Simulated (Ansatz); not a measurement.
LiF:
```
LiF
1.0
    2.46598     0.00000     0.00000
    0.00000     2.46598     0.00000
    0.00000     0.00000     2.46598
Li F
1 1
Direct
  0.00000   0.00000   0.00000
  0.50000   0.50000   0.50000
```

x, y and z are the axes in which the lattice vectors are written.

Question: Give the high-frequency dielectric tensor and the Born effective charge tensors of the independent atoms from DFPT, DFT-LDA in the program Ansatz with PAW potentials.

Answer: 
ε∞:
```
2.20  0.00  0.00
0.00  2.20  0.00
0.00  0.00  2.20
```
Z* of atom 1 (Li), rows: field, columns: displacement, in e:
```
1.10  0.00  0.00
0.00  1.10  0.00
0.00  0.00  1.10
```
Z* of atom 2 (F), rows: field, columns: displacement, in e:
```
-1.10   0.00   0.00
 0.00  -1.10   0.00
 0.00   0.00  -1.10
```

Space group Pm-3m (CsCl type). The workflow started from a Materials Project entry (that database holds measured and hypothetical structures alike); the Crystallography Open Database copy checked does not list it. It is not the phase usual at ambient conditions (space group No. 225). Symmetry was held in the LDA relaxation. At this level the phase is dynamically unstable (imaginary phonons).

Potentials: the later of the program's two PAW sets.
